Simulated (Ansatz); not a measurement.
All-electron LAPW in Ansatz 0.2.0 under PBEsol, scalar-relativistic, energies extrapolated to zero smearing. Slabs are 1×1 cells cut from bulk crystals relaxed on PAW files, with atoms then relaxed, 16 to 20 Å of vacuum, a dipole correction, k spacings of 0.16 to 0.26 Å⁻¹ and smearing of 0.02 to 0.1 eV, without spin–orbit coupling or spin polarisation. The bulk type named needn't be the stable one, and no reconstruction is allowed.

| slab | area (Å²) | γ (J/m²) | Φ (eV) | Δd12 (%) |
| --- | --- | --- | --- | --- |
| fcc Au (110), 5 layers | 11.79 | 1.25 | 5.06 | -11.1 |
| fcc Au (111), 4 layers | 7.22 | 0.99 | 5.25 | 0.2 |
| fcc Au (100), 5 layers | 8.34 | ? | 5.18 | -1.9 |
| fcc Au (111), 2 layers | 7.22 | 0.97 | ? | 2.3 |

What belongs in the row "fcc Au (111), 2 layers", column "Φ (eV)"?

5.44.

Fill in "γ (J/m²)" for the row "fcc Au (100), 5 layers".

1.21.
